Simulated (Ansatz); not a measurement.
Guessed and relaxed cells of La₃Fe

The cell of La₃Fe is invented: random cell by space group and Wyckoff sites (Fm-3m, No. 225). Lengths were set from tabulated atomic sizes, so they are only a guess.

start.xyz

```xyz
4
Lattice="0.0000 3.9187 3.9187 3.9187 0.0000 3.9187 3.9187 3.9187 0.0000" Properties=species:S:1:pos:R:3 pbc="T T T"
La    1.9594    1.9594    1.9594
La    5.8781    5.8781    5.8781
La    0.0000    0.0000    0.0000
Fe    3.9187    3.9187    3.9187
```

All numbers below come from Ansatz 0.2.0, DFT PBE, scalar-relativistic, plane waves, PAW. Cutoff 420 eV, Gaussian smearing, Γ-centred meshes. Cell and atoms relax first on a coarse mesh and then on a finer one. In between, the cell is made exact in the group found at 0.06 Å. In metals the finer mesh still leaves noise of several meV/atom or more. The steps can't lower the symmetry of their start. Collinear spin, starting moments Fe 4.0 μB.

end.xyz

```xyz
4
Lattice="0.0000 3.8130 3.8130 3.8130 0.0000 3.8130 3.8130 3.8130 0.0000" Properties=species:S:1:pos:R:3 pbc="T T T"
La    1.9065    1.9065    1.9065
La    5.7195    5.7195    5.7195
La    0.0000    0.0000    0.0000
Fe    3.8130    3.8130    3.8130
```

The symmetry stays Fm-3m (No. 225). The end has the BiF3 (D0_3) type. The volume per atom shrinks by 7.9 %, from 30.1 to 27.7 Å³. The shortest distance goes from 3.39 Å (La–Fe and La–La) to 3.30 Å (La–Fe and La–La).

| Item | Value |
| --- | --- |
| Volume per atom | 27.72 Å³ |
| Density | 7.08 g/cm³ |
| Formation energy | +0.39 eV/atom |
| Gap on the 10×10×10 mesh of the 4-atom cell | 0 eV (a metal) |
| Net moment per atom | 0.36 μB |
| Moment by site | La -0.2 (×2), -0.3; Fe 2.8 μB |

The zero of energy is the elements' standard structures at the same level; no fitted shifts are applied. The separate elements lie lower, so it is unstable against them.

The last run used collinear spin and Gaussian smearing of 0.10 eV. Another magnetic order may lie lower. Symmetry constrained the relaxation, so the result can be a saddle point. In all, the 3 runs took 3.3 min on 1 thread of AMD EPYC 7R43 64-Core Processor (Zen 3), on a shared host. Site moments count only spheres around the atoms; the net moment includes the space between them.
